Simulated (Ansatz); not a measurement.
LaTeCl:
```xyz
6
Lattice="4.5616 0.0000 0.0000 0.0000 4.5616 0.0000 0.0000 0.0000 8.3144" Properties=species:S:1:pos:R:3 pbc="T T T"
La     0.0000     2.2808     6.3085
La     2.2808     0.0000     2.0059
Te     0.0000     2.2808     3.0035
Te     2.2808     0.0000     5.3108
Cl     0.0000     0.0000     0.0000
Cl     2.2808     2.2808     0.0000
```

Relaxed with r²SCAN.

**Question.** Map the valence electron density (e/Å³), cut off at 1 on the plane through (0.000, 0.500, 0.759) spanned by u = [1, 0, 0] and v = [0, 0, 1] in lattice vectors, from the program Ansatz at the r²SCAN level (PAW).

**Answer.** x is the fraction of u, y of v (the angle between them is 90°; rows are the nearest grid lines); atoms in the plane: La at (0.00, 0.00), Te at (0.00, 0.60), Cl at (0.50, 0.24).
```
|@@@@@#-.        .-#@@@@@|
|@@@@@+:.        .:+@@@@@|
|@@@@#-.          .-#@@@@|
|#*+-:.            .:-+*#|
|::..                ..::|
|:::...            ...:::|
|=--::.            .::--=|
|@@#*=:..        ..:=*#@@|
|@@@@%=-..      ..-=%@@@@|
|@@@@@*-:.      .:-*@@@@@|
|@@@@@+-:.      .:-+@@@@@|
|@@@%+=:..      ..:=+%@@@|
|===-::..        ..::-===|
|.....              .....|
|        ........        |
|      ..-=*##*=-..      |
|     .:=%@@@@@@%=:.     |
|     .-#@@@  @@@#-.     |
|    ..=#@@@..@@@#=..    |
|..  ..:+%@@@@@@%+:..  ..|
|**+-:..:-=+**+=-:..:-+**|
|@@@@#=:..........:=#@@@@|
|@@@@@+:.        .:+@@@@@|
|@@@@@#-.        .-#@@@@@|
```
Scale: ten equal steps from 0.000 (start of ' ') to 1.00 (end of '@'), in the order ' .:-=+*#%@'; x runs from 0.000 to 1.00, y from 0.000 (bottom) to 1.00 (top).

The density is the valence pseudo-density with augmentation charge, so density and ELF within about 1 Å of a nucleus are not all-electron values.

Space group P4/nmm. The first step of the workflow began from a Materials Project structure, measured or hypothetical; the Crystallography Open Database copy checked does not list it. Its standing as an ambient phase is unchecked. The r²SCAN relaxation kept the symmetry of its start; its stability against distortions is not shown here. Spin–orbit coupling is left out wherever it is not named.

Potentials: the later of the program's two PAW sets.
